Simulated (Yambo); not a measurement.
Yambo run on RbBr (rock salt, space group Fm-3m, No. 225). The wavefunctions come from this Quantum ESPRESSO step (PBEsol, PseudoDojo standard norm-conserving files, fully relativistic):

```
&CONTROL
  calculation = 'nscf'
  pseudo_dir = './pseudo'
  outdir = './out'
/
&SYSTEM
  ibrav = 0
  nat = 2
  ntyp = 2
  ecutwfc = 46.0
  ecutrho = 184.0
  occupations = 'fixed'
  force_symmorphic = .true.
  nbnd = 226
  noncolin = .true.
  lspinorb = .true.
/
&ELECTRONS
  conv_thr = 2e-09
  diago_full_acc = .true.
  diago_thr_init = 1e-08
/
ATOMIC_SPECIES
Br 79.9040 Br.upf
Rb 85.4678 Rb.upf
CELL_PARAMETERS angstrom
  0.000000000000   3.421605093000   3.421605093000
  3.421605093000   0.000000000000   3.421605093000
  3.421605093000   3.421605093000   0.000000000000
ATOMIC_POSITIONS crystal
Br   0.500000000000   0.500000000000   0.500000000000
Rb   0.000000000000   0.000000000000   0.000000000000
K_POINTS automatic
4 4 4 0 0 0
```

Yambo input:

```
rim_cut
gw0
dyson
el_el_corr
HF_and_locXC
ppa
em1d
RandQpts= 1000000
RandGvec= 1 Ry
EXXRLvcs= 46 Ry
VXCRLvcs= 184 Ry
Chimod= "HARTREE"
% BndsRnXp
 1 | 224 |
%
NGsBlkXp= 7 Ry
% LongDrXp
 1.0 | 1.0 | 1.0 |
%
PPAPntXp= 27.2114 eV
% GbndRnge
 1 | 224 |
%
GTermKind= "BG"
DysSolver= "n"
ExtendOut
% QPkrange
 1 | 1 | 14 | 18 |
 3 | 3 | 16 | 17 |
 7 | 7 | 16 | 17 |
 8 | 8 | 16 | 17 |
%
```

k points by index: 1 = Γ, 3 = L, 7 = X, 8 = W.

The o-*.qp file then holds:

```
#    K-point    Band    Eo [eV]    E [eV]    E-Eo [eV]    Vxc [eV]    Vnlxc [eV]    Sc|Eo [eV]    Sc|E [eV]    dSc/dw|Eo [eV]    Re(Z)    Im(Z)
#
    1    14    -0.22057E-10    -1.839300    -1.839300    -12.51154    -16.34611    1.594804    1.995270    -5.924157    0.821211    -0.001603
    1    15    -0.63609E-11    -1.842009    -1.842009    -12.51154    -16.34611    1.591525    1.992563    -5.923910    0.821217    -0.001602
    1    16    0.000000    -1.843715    -1.843715    -12.51154    -16.34611    1.589441    1.990855    -5.923972    0.821216    -0.001602
    1    17    4.060597    4.731954    0.671358    -6.592363    -2.973673    -2.850799    -2.947333    -3.912184    0.874301    -0.922504E-3
    1    18    4.060597    4.731954    0.671358    -6.592363    -2.973673    -2.850799    -2.947333    -3.912184    0.874301    -0.922504E-3
    3    16    -0.385912    -2.265656    -1.879744    -12.02241    -15.94683    1.631395    2.044674    -5.982127    0.819777    -0.001699
    3    17    6.518202    7.237588    0.719385    -6.573300    -2.868622    -2.881632    -2.985292    -3.920598    0.874065    -0.780633E-3
    7    16    -0.162677    -2.036446    -1.873769    -12.37133    -16.27234    1.618839    2.027241    -5.930367    0.821057    -0.001743
    7    17    5.332539    6.156543    0.824005    -6.484946    -2.774651    -2.768039    -2.886291    -3.904632    0.874513    -0.936311E-3
    8    16    -0.402450    -2.312502    -1.910052    -12.01763    -15.97204    1.627273    2.044358    -5.941276    0.820785    -0.002080
    8    17    6.799179    7.687130    0.887951    -7.112836    -3.152405    -2.937581    -3.072480    -4.133484    0.868128    -0.001042
```
(The two width columns are left out.) Convergence of these settings isn't established.

Geometry relaxed with PBEsol.
